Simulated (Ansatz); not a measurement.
GaN:
```yaml
crystal:
  lattice:
    - [3.11189, 0.00000, 0.00000]
    - [-1.55594, 2.69497, 0.00000]
    - [0.00000, 0.00000, 7.35096]
  atoms:
    - { symbol: Ga, position: [0.50000, 0.50000, 0.16667] }
    - { symbol: Ga, position: [0.50000, 0.00000, 0.50000] }
    - { symbol: Ga, position: [0.00000, 0.50000, 0.83333] }
    - { symbol: N, position: [0.50000, 0.50000, 0.66667] }
    - { symbol: N, position: [0.50000, 0.00000, 0.00000] }
    - { symbol: N, position: [0.00000, 0.50000, 0.33333] }
```

This is the r²SCAN+D4-relaxed structure. Tensor components refer to the Cartesian frame of this cell.

All from r²SCAN+D4 in the plane-wave PAW code Ansatz, unless another level is named. Estimate the Young's modulus.

345 GPa.

And the piezoelectric stress constants (proper, relaxed ions, C/m²)?

e14 = 0.12, e25 = -0.12.

What about the elastic constants (relaxed ions, GPa)?

C11 = 377, C12 = 114, C13 = 117, C33 = 496, C44 = 136.

Space group P6_422. The start of the workflow was typed in or built on a structure type; neither database checked (COD, Materials Project) lists it. It is not the phase usual at ambient conditions (space group No. 186, 216). Symmetry was held in the r²SCAN+D4 relaxation; whether a distortion lowers the energy is not shown. The volume moved by -23 % from the start of the relaxation.

Potentials: the later of the program's two PAW sets.
